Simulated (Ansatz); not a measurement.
**Is this Pd₂PtS₆ structure stable?**

It was reached by relaxing an invented guess, and it needn't be the stable form of this composition.

These are results of DFT PBE, scalar-relativistic, plane waves, PAW (Ansatz), not measurements. Plane waves to 420 eV, a 6×6×6 mesh through Γ for the 9-atom cell and 0.02 eV Gaussian smearing; no spin polarisation.

```xyz
9
Lattice="3.0857 1.7815 6.2847 -3.0857 1.7815 6.2847 0.0000 -3.5630 6.2847" Properties=species:S:1:pos:R:3 pbc="T T T"
Pd    0.0000    0.0000    6.2850
Pd    0.0000    0.0000   12.5690
Pt    0.0000    0.0000    0.0000
S     1.0279   -1.7832    7.5202
S     1.0303    1.7818    7.5202
S    -2.0582    0.0014    7.5202
S    -1.0279    1.7832   11.3339
S     2.0582   -0.0014   11.3339
S    -1.0303   -1.7818   11.3339
```

Energies over the elements count from the elements' standard structures at the same level, with no fitted energy shifts.

Problem. These tests were run: energy against the elements; phonons at Γ; elastic tensor. What do they show?

Solution.

```
                       test                        result
energy against the elements                −0.247 eV/atom
               phonons at Γ  lowest optical mode 107 cm⁻¹
             elastic tensor        least eigenvalue 0 GPa
```

It fails none of these tests. Other phases of the system weren't compared here, so this isn't yet thermodynamic stability. Phonons away from Γ weren't computed.

No dispersion correction is applied, so the spacing and binding between layers, chains or molecules are poorly described. These runs have no spin–orbit coupling, which can matter for Pt. The reference form of S is held partly by dispersion forces, which this level lacks. The run for the phonons used a 6×6×6 k mesh. The run for the elastic tensor used a 6×6×6 k mesh.
